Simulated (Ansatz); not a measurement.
# Cr (bcc)

Level of theory: DFT, PBE with spin–orbit coupling, two-component spinors; plane waves to 420 eV with PAW datasets (Ansatz 0.2.0), Γ-centred 20×20×20 mesh, 0.05 eV Gaussian smearing; PAW files: Ansatz's generated set soft_2.

```xyz
1
Lattice="-1.4239 1.4239 1.4239 1.4239 -1.4239 1.4239 1.4239 1.4239 -1.4239" Properties=species:S:1:pos:R:3 pbc="T T T"
Cr    0.0000    0.0000    0.0000
```

Magnetic state: non-magnetic, site spin moments none.

The cell is relaxed to zero pressure at this level.

Path: Γ–H–N–Γ–P–H | P–N, with Γ = (0.000, 0.000, 0.000), H = (0.500, -0.500, 0.500), N = (0.000, 0.000, 0.500), P = (0.250, 0.250, 0.250) in reciprocal vectors of the calculation's cell.

Levels between -5 and 3 eV from the Fermi level at the path's named points:
```tsv
point	below E_F (eV)	above E_F (eV)
Γ	-0.95 -0.95 -0.95 -0.95 -0.90 -0.90	1.14 1.14 1.14 1.14
H	-4.36 -4.36 -4.36 -4.36	2.42 2.42 2.42 2.42 2.49 2.49
N	-4.48 -4.48 -2.49 -2.49	1.06 1.06 1.13 1.13 1.48 1.48 2.84 2.84
P	-2.38 -2.38 -2.36 -2.36 -2.36 -2.36	1.54 1.54 1.54 1.54
```

**Question.** By these bands, is it a metal or an insulator, and if it has a gap, where are the band edges on this path?

**Answer.** A metal: bands cross the Fermi level.

The starting moments died out; a magnetic state reached from other starts isn't excluded. The relaxed cell is 4 % smaller in volume than the cell of this structure in the Crystallography Open Database (11.99 Å³/atom, 1963).
